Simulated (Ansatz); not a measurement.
# ZnS with hydrogen replacing S: gradients before and after relaxing the atoms

Start: a supercell of ZnS (space group P6_3mc) built from a structure deposited in the COD, with all atoms left at the host's positions.

Space group P31m (No. 157); a = 6.6211, c = 12.5200 Å, γ = 120.00°.

```csv
site,Wyckoff,site symmetry,x,y,z
Zn1,1a,3.m,0.0000,0.0000,0.0000
Zn2,2b,3..,0.3333,0.6667,0.0000
Zn4,1a,3.m,0.0000,0.0000,0.5000
Zn5,2b,3..,0.3333,0.6667,0.5000
Zn7,3c,..m,0.3333,0.3333,0.2500
Zn10,3c,..m,0.3333,0.0000,0.7500
H,1a,3.m,0.0000,0.0000,0.1875
S14,2b,3..,0.3333,0.6667,0.1875
S16,1a,3.m,0.0000,0.0000,0.6875
S17,2b,3..,0.3333,0.6667,0.6875
S19,3c,..m,0.3333,0.3333,0.4375
S22,3c,..m,0.3333,0.0000,0.9375
```

One atom of each set is listed.

All values are calculated (Ansatz; DFT, PBE, plane waves and PAW, scalar-relativistic, 420 eV cutoff, Γ-centred 3×3×2 k-points, Fermi–Dirac smearing 0.01 eV, cell charge +1), not measured.

The largest force at the start is 0.52 eV/Å. Relaxing the ions at fixed cell moves them by 0.553 Å at most (atom 1, Zn) and 0.161 Å rms.

| site | moved (Å) | first shell before | first shell after | V_zz before (10²¹ V/m²) | η before |
| --- | --- | --- | --- | --- | --- |
| Zn1 | 0.553 | 3 S at 2.34 Å, 1 H at 2.35 Å | 3 S at 2.26 Å | 9.01 | 0.00 |
| Zn2 | 0.032 | 4 S at 2.34–2.35 Å | 4 S at 2.33–2.34 Å | 0.97 | 0.00 |
| Zn5 | 0.037 | 4 S at 2.34–2.35 Å | 4 S at 2.34–2.35 Å | -0.44 | 0.00 |
| Zn7 | 0.119 | 3 S at 2.34–2.35 Å, 1 H at 2.34 Å | 1 H at 2.12 Å, 3 S at 2.31–2.40 Å | 8.21 | 0.14 |
| Zn10 | 0.058 | 4 S at 2.34–2.35 Å | 4 S at 2.32–2.39 Å | 0.93 | 0.11 |
| H | 0.484 | 4 Zn at 2.34–2.35 Å | 3 Zn at 2.12 Å | <0.005 | – |
| S14 | 0.020 | 4 Zn at 2.34–2.35 Å | 4 Zn at 2.34–2.40 Å | -3.65 | 0.00 |
| S17 | 0.042 | 4 Zn at 2.34–2.35 Å | 4 Zn at 2.32–2.34 Å | 1.13 | 0.00 |
| S19 | 0.035 | 4 Zn at 2.34–2.35 Å | 4 Zn at 2.31–2.35 Å | 3.13 | 0.00 |
| S22 | 0.044 | 4 Zn at 2.34–2.35 Å | 4 Zn at 2.26–2.39 Å | 2.10 | 0.09 |

Question: What are V_zz and η after the relaxation?

Answer: 

| site | V_zz after | η after | change of V_zz |
| --- | --- | --- | --- |
| Zn1 | 14.98 | 0.00 | +5.97 |
| Zn2 | -0.50 | 0.00 | -1.47 |
| Zn5 | 0.069 | 0.00 | +0.51 |
| Zn7 | 5.46 | 0.64 | -2.75 |
| Zn10 | 1.71 | 0.48 | +0.78 |
| H | -0.18 | 0.00 | -0.18 |
| S14 | -2.74 | 0.00 | +0.91 |
| S17 | 0.32 | 0.00 | -0.81 |
| S19 | 2.03 | 0.16 | -1.10 |
| S22 | 2.19 | 0.09 | – |

The largest change of V_zz along a kept axis is on Zn1, from 9.01 to 14.98. In per cent, |V_zz| changes by -33 to +83 on Zn, -71 to -25 on S (all sites that start above 0.5, bar those whose gradient vanishes or changes sign or whose main axis turns by over 40°). Where |V_zz| stays above 0.1 and the axes keep their order, η moves most on Zn7, from 0.14 to 0.64. On Zn10 V_xx and V_yy change places (or their axes turn by over 50°), so the two values of η hide a larger change. V_zz changes sign on Zn2 (same axis), Zn5 (same axis). On S22 the largest principal value lies along another axis in the second run, so the two V_zz can't be compared directly. The table leaves out 2 of the 12 sites, with |V_zz| up to 0.75; their tensors move by 0.21 at most along any direction. The statements above cover all sites. The host's own positions weren't relaxed first, so part of the change far from the defect can be the host's relaxation.

The defect repeats with the cell of 24 atoms, so it feels its images: sites between two images don't show the values beside a lone defect, and zeros or small values of η there can come from the images' arrangement. S and Zn carry a gradient in the pure host already, so the values there aren't the defect's effect alone. A uniform background compensates the cell's charge.
Before: The neighbours have not yet relaxed around the defect (largest force 0.52 eV/Å), so a real crystal will differ.
After: The relaxation keeps the site symmetry 3m of the start, so the impurity can move only along its axis; a start off the site could end lower.
